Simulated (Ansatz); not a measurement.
TiAu in space group P4/nmm (No. 129; Ti on 2c, Au on 2c), plane-wave PAW PBEsol (Ansatz code), all energies at zero smearing, with the estimated change up to a 700 eV cutoff added, with one set of potentials and settings (totals compare only within such a set). Cell of 4 atoms (2 Ti, 2 Au): -30963.901 eV.

| element | reference phase | E (eV/atom) |
|---|---|---|
| Ti | P6/mmm, 3 atoms in the cell | -2473.9117 |
| Au | Fm-3m, 1 atoms in the cell | -13007.0999 |

Formation energy per atom, worked out: (-30963.901 − 2×(-2473.9117) − 2×(-13007.0999))/4 = -0.469 eV/atom (-45 kJ per mol of atoms), at 0 K, without zero-point energy or fitted corrections.

The first step of the workflow began from a Materials Project structure, measured or hypothetical; the Crystallography Open Database copy checked does not list it. COD files the formula under space group No. 221. Its standing as an ambient phase is unchecked. The PBEsol relaxation kept the symmetry of its start; whether a distortion lowers the energy is not shown. The run is not spin-polarised. The references are the lowest solids computed at this level, not always the standard phases. Spin–orbit coupling is left out wherever it is not named.

Potentials: the later of the program's two PAW sets.
